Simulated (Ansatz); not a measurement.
Relaxed-ion elastic tensor of PbAu2 (cubic Laves (MgCu2 type), Fd-3m) in GPa (Voigt order), PBEsol (plane waves, PAW; program Ansatz); density 15.87 g/cm³, 20.97 Å³ per atom.

```
 131  93.0  93.0   0.0   0.0   0.0
93.0   131  93.0   0.0   0.0   0.0
93.0  93.0   131   0.0   0.0   0.0
 0.0   0.0   0.0  28.1   0.0   0.0
 0.0   0.0   0.0   0.0  28.1   0.0
 0.0   0.0   0.0   0.0   0.0  28.1
```

Is the crystal mechanically stable?

Yes: the smallest eigenvalue of C is 28.1 GPa.

Work out the Voigt, Reuss and Hill averages.

K_V = 106, K_R = 106, K_H = 106; G_V = 24.5, G_R = 23.6, G_H = 24.1 GPa.

Give Young's modulus, Poisson's ratio, Pugh's ratio and the universal anisotropy index.

E = 9KG/(3K + G) = 67.1 GPa; ν = 0.39; K/G = 4.39 (ductile by the Pugh limit of 1.75); A_U = 5G_V/G_R + K_V/K_R − 6 = 0.18.

Estimate the sound speeds and the Debye temperature.

v_l = √((K + 4G/3)/ρ) = 2950 m/s, v_t = √(G/ρ) = 1230 m/s, mean 1390 m/s; Θ = (h/k)(3n/4πV)^(1/3) v_m = 150 K.

Give the Zener ratio and Young's modulus along [100], [110] and [111].

A = 2C44/(C11 − C12) = 1.48; 1/E = S11 − 2(S11 − S12 − S44/2)Γ with Γ = 0, 1/4, 1/3 gives 54.0, 69.9, 77.5 GPa.

Solve the Christoffel equation for the three sound speeds along [100], [110], [111].

Eigenvalues of C_ijkl n_j n_l equal ρv². In km/s, slowest first: [100] 1.33, 1.33, 2.88; [110] 1.10, 1.33, 2.97; [111] 1.18, 1.18, 3.00.

The first step of the workflow began from a Materials Project structure, measured or hypothetical; the Crystallography Open Database files this formula in space group No. 227, but the cells were not matched. Its standing as an ambient phase is unchecked. The cell was relaxed with PBEsol under the symmetry of its start; phonons show weakly imaginary modes. As this level gives no gap, shear constants depend on the k-mesh and smearing (Fermi–Dirac, 0.1 eV here). Spin–orbit coupling is left out wherever it is not named.

Potentials: the later of the program's two PAW sets.
